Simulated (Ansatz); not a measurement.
W:
```cif
data_W2
_chemical_formula_sum 'W2'
_space_group_name_H-M_alt 'Im-3m'
_space_group_IT_number 229
_space_group_name_Hall '-I 4 2 3'
_cell_length_a 3.15436
_cell_length_b 3.15436
_cell_length_c 3.15436
_cell_angle_alpha 90.000
_cell_angle_beta 90.000
_cell_angle_gamma 90.000
loop_
_atom_site_label
_atom_site_type_symbol
_atom_site_symmetry_multiplicity
_atom_site_Wyckoff_symbol
_atom_site_fract_x
_atom_site_fract_y
_atom_site_fract_z
_atom_site_occupancy
W1 W 2 a 0.00000 0.00000 0.00000 1
```
(The calculation used a cell of 1 atom; values per cell refer to that cell.)

Relaxed with PBEsol.

**Question.** Which orbitals make up the states near the Fermi level in the program Ansatz at the PBEsol level (PAW)?

**Answer.** Within 0.5 eV of the Fermi level: W 5d 87 %, outside the projected shells 8 %. Projections are on Löwdin-orthogonalised atomic valence shells; empty p or d shells of many metals are not among them.

**Question.** Tabulate the density of states.

**Answer.** States/eV per cell of 1 atom, in 0.25 eV bins, energy from the Fermi level.

| E (eV) | total | W 5d | W 6s | W 5p |
|---|---|---|---|---|
| -7.85 | 0.10 | 0.01 | 0.09 | 0.00 |
| -7.60 | 0.11 | 0.01 | 0.10 | 0.00 |
| -7.35 | 0.13 | 0.01 | 0.11 | 0.00 |
| -7.10 | 0.15 | 0.02 | 0.12 | 0.00 |
| -6.85 | 0.18 | 0.04 | 0.13 | 0.01 |
| -6.60 | 0.23 | 0.06 | 0.15 | 0.01 |
| -6.35 | 0.48 | 0.26 | 0.21 | 0.01 |
| -6.10 | 0.62 | 0.38 | 0.22 | 0.01 |
| -5.85 | 0.69 | 0.46 | 0.20 | 0.01 |
| -5.60 | 0.76 | 0.56 | 0.19 | 0.01 |
| -5.35 | 0.84 | 0.65 | 0.17 | 0.01 |
| -5.10 | 0.96 | 0.78 | 0.15 | 0.01 |
| -4.85 | 1.12 | 0.96 | 0.14 | 0.02 |
| -4.60 | 1.03 | 0.89 | 0.11 | 0.02 |
| -4.35 | 0.56 | 0.51 | 0.04 | 0.01 |
| -4.10 | 0.39 | 0.36 | 0.02 | 0.01 |
| -3.85 | 0.34 | 0.31 | 0.01 | 0.01 |
| -3.60 | 1.26 | 1.23 | 0.01 | 0.01 |
| -3.35 | 2.04 | 1.98 | 0.01 | 0.03 |
| -3.10 | 1.45 | 1.39 | 0.02 | 0.02 |
| -2.85 | 1.09 | 1.03 | 0.03 | 0.01 |
| -2.60 | 1.04 | 0.95 | 0.05 | 0.01 |
| -2.35 | 1.16 | 1.03 | 0.08 | 0.02 |
| -2.10 | 1.91 | 1.64 | 0.17 | 0.03 |
| -1.85 | 1.41 | 1.21 | 0.12 | 0.02 |
| -1.60 | 1.03 | 0.89 | 0.08 | 0.01 |
| -1.35 | 0.70 | 0.59 | 0.06 | 0.01 |
| -1.10 | 0.43 | 0.33 | 0.05 | 0.01 |
| -0.85 | 0.38 | 0.30 | 0.04 | 0.00 |
| -0.60 | 0.37 | 0.29 | 0.03 | 0.00 |
| -0.35 | 0.36 | 0.29 | 0.02 | 0.00 |
| -0.10 | 0.39 | 0.33 | 0.02 | 0.00 |
| 0.15 | 0.56 | 0.50 | 0.02 | 0.00 |
| 0.40 | 0.68 | 0.62 | 0.02 | 0.00 |
| 0.65 | 0.70 | 0.66 | 0.02 | 0.00 |
| 0.90 | 0.76 | 0.73 | 0.02 | 0.00 |
| 1.15 | 0.84 | 0.81 | 0.02 | 0.00 |
| 1.40 | 0.97 | 0.93 | 0.01 | 0.00 |
| 1.65 | 1.06 | 1.02 | 0.02 | 0.00 |
| 1.90 | 1.04 | 1.00 | 0.01 | 0.00 |
| 2.15 | 1.20 | 1.16 | 0.01 | 0.00 |
| 2.40 | 1.10 | 1.07 | 0.01 | 0.00 |
| 2.65 | 1.11 | 1.08 | 0.02 | 0.00 |
| 2.90 | 1.46 | 1.41 | 0.03 | 0.00 |
| 3.15 | 2.79 | 2.63 | 0.12 | 0.00 |
| 3.40 | 1.14 | 0.96 | 0.13 | 0.00 |
| 3.65 | 0.80 | 0.61 | 0.14 | 0.00 |
| 3.90 | 0.61 | 0.45 | 0.11 | 0.00 |
| 4.15 | 0.53 | 0.39 | 0.09 | 0.00 |
| 4.40 | 0.48 | 0.35 | 0.08 | 0.00 |
| 4.65 | 0.46 | 0.33 | 0.07 | 0.00 |

Symmetry was held in the PBEsol relaxation. The run is not spin-polarised. Scalar-relativistic: spin–orbit coupling is off unless named, which matters more the heavier the elements.

Potentials: the later of the program's two PAW sets.
